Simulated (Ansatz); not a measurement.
Input:

Bi₂Te₃ (Bi2Te3 type, space group R-3m)

```cif
data_Bi2Te3
_chemical_formula_sum 'Bi2 Te3'
_space_group_name_H-M_alt 'P 1'
_space_group_IT_number 1
_cell_length_a 10.40818
_cell_length_b 10.40818
_cell_length_c 10.40818
_cell_angle_alpha 24.333
_cell_angle_beta 24.333
_cell_angle_gamma 24.333
loop_
_space_group_symop_operation_xyz
  'x, y, z'
loop_
_atom_site_label
_atom_site_type_symbol
_atom_site_fract_x
_atom_site_fract_y
_atom_site_fract_z
_atom_site_occupancy
Bi1 Bi 0.40015 0.40015 0.40015 1
Bi2 Bi 0.59985 0.59985 0.59985 1
Te1 Te 0.00000 0.00000 0.00000 1
Te2 Te 0.20935 0.20935 0.20935 1
Te3 Te 0.79065 0.79065 0.79065 1
```

The volume is varied about the relaxed value V₀ at fixed cell shape. The atoms relax within the cell's symmetry.

Calculation: PBE-D3(BJ) (plane waves to 420 eV, PAW, scalar-relativistic; Ansatz, a quantum-chemistry and plane-wave program). k mesh 9×9×9 (Γ-centred), Fermi-Dirac smearing 0.05 eV. Energies are smeared free energies. Stress and pressure are positive under compression. With the shape held, the modulus is that of even scaling; a crystal free to change shape is softer. Bi2Te3 was relaxed with its symmetry unable to fall. Spin-orbit coupling is left out, though Bi and Te are heavy. The zero of ΔE is the relaxed starting cell.

The scan covers V/V₀ from 0.900 to 1.100 in 9 points.

Task: What is the fitted pressure derivative B₀′?

Result: 7.0.

Task: What bulk modulus at fixed cell shape B₀ follows from a third-order Birch-Murnaghan fit?

Result: 37.5 GPa.

(A scan under strain: stresses follow from slopes of the energy per volume, elastic moduli from its curvatures.)
